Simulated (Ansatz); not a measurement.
Cost of a DFT run on Mo₇AsS₁₆

```yaml
crystal:
  lattice:
    - [6.338, 0.0, 0.0]
    - [-3.169, 5.4888690092, 0.0]
    - [0.0, 0.0, 12.324]
  atoms:
    - { symbol: As, position: [0.1666666666, 0.3333333334, 0.25] }
    - { symbol: Mo, position: [0.1666666666, 0.8333333334, 0.25] }
    - { symbol: Mo, position: [0.6666666666, 0.3333333334, 0.25] }
    - { symbol: Mo, position: [0.6666666666, 0.8333333334, 0.25] }
    - { symbol: Mo, position: [0.3333333334, 0.1666666666, 0.75] }
    - { symbol: Mo, position: [0.3333333334, 0.6666666666, 0.75] }
    - { symbol: Mo, position: [0.8333333334, 0.1666666666, 0.75] }
    - { symbol: Mo, position: [0.8333333334, 0.6666666666, 0.75] }
    - { symbol: S, position: [0.1666666666, 0.3333333334, 0.623] }
    - { symbol: S, position: [0.1666666666, 0.8333333334, 0.623] }
    - { symbol: S, position: [0.6666666666, 0.3333333334, 0.623] }
    - { symbol: S, position: [0.6666666666, 0.8333333334, 0.623] }
    - { symbol: S, position: [0.3333333334, 0.1666666666, 0.123] }
    - { symbol: S, position: [0.3333333334, 0.6666666666, 0.123] }
    - { symbol: S, position: [0.8333333334, 0.1666666666, 0.123] }
    - { symbol: S, position: [0.8333333334, 0.6666666666, 0.123] }
    - { symbol: S, position: [0.1666666666, 0.3333333334, 0.877] }
    - { symbol: S, position: [0.1666666666, 0.8333333334, 0.877] }
    - { symbol: S, position: [0.6666666666, 0.3333333334, 0.877] }
    - { symbol: S, position: [0.6666666666, 0.8333333334, 0.877] }
    - { symbol: S, position: [0.3333333334, 0.1666666666, 0.377] }
    - { symbol: S, position: [0.3333333334, 0.6666666666, 0.377] }
    - { symbol: S, position: [0.8333333334, 0.1666666666, 0.377] }
    - { symbol: S, position: [0.8333333334, 0.6666666666, 0.377] }
total_charge: 1
kpoints:
  mp_grid: { grid: [4, 4, 2] }
scf:
  occupations: { method: fermi_dirac, width: 0.01 }
hamiltonian:
  xc: pbe
  pseudopotentials: { kind: paw }
output:
  forces: true
  stress: true
  populations: true
  efg:
    quadrupole_moments_barn: { As: 0.311, Mo: -0.022, S: -0.0694 }
    contact_densities: true
```

```sh
ansatz run input.yaml --threads 1 --pin off --max-ram 3072MiB --backend cpu --events-out ev --progress --plain --runs-dir out
```

It runs on 1 thread of Intel Xeon 6975P-C (Granite Rapids) (x86_64; 16 cores open to the job, memory cap 3.0 GiB, no GPU), a shared host with a load of 0.4 a core.

Task: How much time and memory should be set aside?

Result: About 37 s of wall time (36 s of CPU time) and 0.95 GiB. The run holds 208 valence electrons in 128 bands, about 8405 plane waves a k-point and 8 irreducible k-points, and took 15 SCF iterations. Times on a shared host vary by tens of per cent.
